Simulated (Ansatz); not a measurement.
The calculation used DFT PBE, scalar-relativistic, plane waves, PAW (Ansatz 0.2.0). All cells share a 420 eV cutoff and Γ-centred k meshes spaced at most about 0.3 Å⁻¹ (about 0.25 or finer for metals, 2π included). No spin polarisation in the final relaxations.

All energies are static (0 K, no zero-point motion). All come from trial cells, and lower structures may exist.

Task: Order these relaxed structures of K4C by energy, lowest first, with the energy over the lowest of them.
1.

```
CELL_PARAMETERS angstrom
8.41779 0.00000 0.00000
-4.20890 7.29002 0.00000
0.00000 0.00000 4.82487
ATOMIC_POSITIONS crystal
K 0.50000 0.00000 0.50000
K 0.00000 0.50000 0.50000
K 0.50000 0.50000 0.50000
K 0.00000 0.00000 0.50000
C 0.00000 0.00000 0.00000
```

2.

```
CELL_PARAMETERS angstrom
7.23993 0.00000 0.00000
-3.61997 6.26997 0.00000
0.00000 0.00000 5.39022
ATOMIC_POSITIONS crystal
K 0.50000 0.00000 0.50000
K 0.00000 0.50000 0.50000
K 0.50000 0.50000 0.50000
K 0.00000 0.00000 0.00000
C 0.00000 0.00000 0.50000
```

Result: 2 (0 meV/atom), 1 (229 meV/atom). Forms: 2 P6/mmm; 1 P6/mmm. Counting K atoms around C (those within 1.25 times the shortest such distance or 1.15 times the sum of covalent radii): cell 2 has C 2; cell 1 has C 2. Even the lowest lies +1.07 eV/atom against the elements.

Cells relaxed within their symmetry can be saddle points. Some structure types and database cells were kept out of the candidates from the start, so a known form may be missing.
